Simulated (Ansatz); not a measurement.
BaSn$_{2}$ in space group P-3m1 (No. 164; Ba on 1b, Sn on 2d) at seven volumes, PBEsol in the plane-wave PAW code Ansatz, shape and atoms relaxed at each. One row is withheld.

```json
[
 {"V (Å³/atom)": "31.246", "P (GPa)": "4.08"},
 {"V (Å³/atom)": "32.276", "P (GPa)": "?"},
 {"V (Å³/atom)": "33.306", "P (GPa)": "1.17"},
 {"V (Å³/atom)": "34.336", "P (GPa)": "0.00"},
 {"V (Å³/atom)": "35.367", "P (GPa)": "-1.00"},
 {"V (Å³/atom)": "36.397", "P (GPa)": "-1.86"},
 {"V (Å³/atom)": "37.427", "P (GPa)": "-2.60"}
]
```

**Question.** Fit the shown pressures and predict the withheld one.

**Answer.** Third-order Birch–Murnaghan: P = (3/2)B₀(x^(7/2) − x^(5/2))[1 + (3/4)(B′ − 4)(x − 1)] with x = (V₀/V)^(2/3). Least squares on the six rows gives V₀ = 34.339 Å³/atom, B₀ = 35.85 GPa, B′ = 3.97. At V = 32.276, x = 1.0422 and P = 2.51 GPa. The run itself gave 2.52 GPa.

The workflow started from an entry of the Crystallography Open Database (COD, 293 K). Whether it is the stable phase at ambient conditions was not checked. The PBEsol relaxation kept the symmetry of its start; its stability against distortions is not shown here. Scalar-relativistic: spin–orbit coupling is off unless named, which matters more the heavier the elements.

Potentials: the later of the program's two PAW sets.
